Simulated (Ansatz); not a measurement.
# Zincblende alloy of ZnS and ZnSe (20 of 32 S sites exchanged), 64 atoms

Ansatz, PAW, plane waves. PBEsol relaxation of volume and atoms (shape held) at the single k point (¼, ¼, ¼) without its symmetry partners; single points on the relaxed atoms at the Γ point alone, onto which points of the small cell's zone fold. Arrangement: quasirandom. No spin–orbit coupling unless named.

Relaxed structure:

```cif
data_structure
_symmetry_space_group_name_H-M 'P 1'
_symmetry_Int_Tables_number 1
_cell_length_a 11.0565
_cell_length_b 11.0565
_cell_length_c 11.0565
_cell_angle_alpha 90.000
_cell_angle_beta 90.000
_cell_angle_gamma 90.000
_cell_volume 1351.61
loop_
_atom_site_label
_atom_site_type_symbol
_atom_site_fract_x
_atom_site_fract_y
_atom_site_fract_z
_atom_site_occupancy
Zn1 Zn 0.99551 0.00539 0.99470 1
Zn2 Zn 0.99955 0.00067 0.49020 1
Zn3 Zn 0.99932 0.49920 0.00133 1
Zn4 Zn 0.00892 0.50002 0.50126 1
Zn5 Zn 0.50511 0.00518 0.00548 1
Zn6 Zn 0.49441 0.99638 0.50573 1
Zn7 Zn 0.50384 0.49503 0.99417 1
Zn8 Zn 0.49992 0.49957 0.49892 1
Zn9 Zn 0.24328 0.25531 0.99483 1
Zn10 Zn 0.24440 0.25573 0.49438 1
Zn11 Zn 0.24457 0.74442 0.00513 1
Zn12 Zn 0.24348 0.75407 0.50518 1
Zn13 Zn 0.75184 0.25138 0.00082 1
Zn14 Zn 0.75674 0.24557 0.49626 1
Zn15 Zn 0.75718 0.74541 0.99452 1
Zn16 Zn 0.75177 0.74973 0.49922 1
Zn17 Zn 0.24338 0.99624 0.25405 1
Zn18 Zn 0.25370 0.99639 0.74567 1
Zn19 Zn 0.24074 0.49969 0.24898 1
Zn20 Zn 0.23916 0.50023 0.75008 1
Zn21 Zn 0.75123 0.00969 0.24880 1
Zn22 Zn 0.75690 0.00566 0.75467 1
Zn23 Zn 0.75779 0.49487 0.24372 1
Zn24 Zn 0.75145 0.49924 0.75900 1
Zn25 Zn 0.99494 0.25622 0.25288 1
Zn26 Zn 0.00008 0.25006 0.75911 1
Zn27 Zn 0.00918 0.75087 0.24882 1
Zn28 Zn 0.99949 0.73966 0.74944 1
Zn29 Zn 0.50334 0.24482 0.24404 1
Zn30 Zn 0.50562 0.25619 0.75414 1
Zn31 Zn 0.50070 0.74861 0.24943 1
Zn32 Zn 0.49409 0.75528 0.74644 1
Se1 Se 0.12090 0.12774 0.12589 1
Se2 Se 0.12286 0.12546 0.62367 1
Se3 Se 0.62631 0.12525 0.62548 1
Se4 Se 0.62786 0.62223 0.12174 1
Se5 Se 0.62543 0.62464 0.62769 1
Se6 Se 0.37305 0.37512 0.12356 1
Se7 Se 0.37167 0.37595 0.62622 1
Se8 Se 0.37291 0.87520 0.12532 1
Se9 Se 0.87738 0.37513 0.62672 1
Se10 Se 0.87621 0.87595 0.12486 1
Se11 Se 0.87838 0.87537 0.62512 1
Se12 Se 0.37312 0.12445 0.37452 1
Se13 Se 0.37544 0.12653 0.87487 1
Se14 Se 0.36893 0.62592 0.37572 1
Se15 Se 0.37189 0.62338 0.87367 1
Se16 Se 0.88007 0.62336 0.37299 1
Se17 Se 0.12305 0.87260 0.87357 1
Se18 Se 0.62777 0.37253 0.37173 1
Se19 Se 0.62536 0.87812 0.37439 1
Se20 Se 0.62643 0.87590 0.87482 1
S1 S 0.12109 0.62175 0.12453 1
S2 S 0.12427 0.62477 0.62457 1
S3 S 0.62951 0.12783 0.12290 1
S4 S 0.37117 0.87318 0.62330 1
S5 S 0.87709 0.37310 0.12116 1
S6 S 0.87707 0.12635 0.37147 1
S7 S 0.87365 0.12970 0.87735 1
S8 S 0.87838 0.62024 0.87570 1
S9 S 0.12130 0.37639 0.37267 1
S10 S 0.12002 0.37806 0.87580 1
S11 S 0.12386 0.87344 0.37626 1
S12 S 0.62962 0.37346 0.87718 1
```

Q: What are the mean bond lengths by pair (pairs within 1.2 times the sum of covalent radii, less contacts 15 % beyond the pair's median; cation–cation pairs of compounds aside; long ionic contacts are cut short by that bound)?

A: S–Zn 2.335 ± 0.009 Å (standard deviation, 48 bonds); Se–Zn 2.431 ± 0.007 Å (standard deviation, 80 bonds).

Q: What gap lies between the top filled and the lowest empty level in the single points?

A: HSE06 2.78 eV (41 s on NVIDIA GB300).
